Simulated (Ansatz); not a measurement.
Relaxed polymorphs of TiB2. These are PBEsol (plane waves to 420 eV, PAW, scalar-relativistic; Ansatz, a first-principles code) values and carry that method's errors. One row is withheld; estimate it from its structure type, its coordination and the trend of the others.

| structure | coordination | E − E(first row) (eV/atom) | V (Å³/atom) |
|---|---|---|---|
| P6/mmm, hP3, AFLOW prototype AB2_hP3_191_a_d (C32, as in AlB2) | – | 0.00 | 8.37 |
| I4₁/amd, tI12 | – | 0.02 | 8.32 |
| Fd-3m, cF24, cubic Laves (MgCu2 type) | B 6+6, Ti 12 | ___ | ___ |
| Fmm2, oF24 | – | 0.32 | 8.98 |
| R-3m, hR3 | – | 0.84 | 9.87 |
| Cm, mS18 | – | 0.76 | 9.07 |
| C2/m, mS12 | – | 0.42 | 9.06 |
| P4₁2₁2, tP12 | – | 0.41 | 8.48 |

Problem. What belongs in the gaps?

Solution. 
- Fd-3m, cF24, cubic Laves (MgCu2 type), E − E(first row) (eV/atom): 0.83
- Fd-3m, cF24, cubic Laves (MgCu2 type), V (Å³/atom): 8.21

The withheld cell: Fd-3m, origin choice 1 (No. 227), cF24, cubic Laves (MgCu2 type); a = b = c = 5.820 Å, α = β = γ = 90.00°; B 16d (0.625, 0.625, 0.625); Ti 8a (0.000, 0.000, 0.000). Coordination numbers (neighbours up to the widest gap in distance over summed covalent radii, below 1.35; n+m marks a second, longer set; metal–metal contacts left out).

Each run could gain symmetry but not lose that of its start, so entries can be saddle points. From databases, or of a type measured for this composition: P6/mmm, hP3, AFLOW prototype AB2_hP3_191_a_d (C32, as in AlB2); the others are generated cells (placed on structure types, drawn at random, substituted or restacked) that were not matched to a known phase here. Static energies at zero pressure. No spin polarisation in the result.
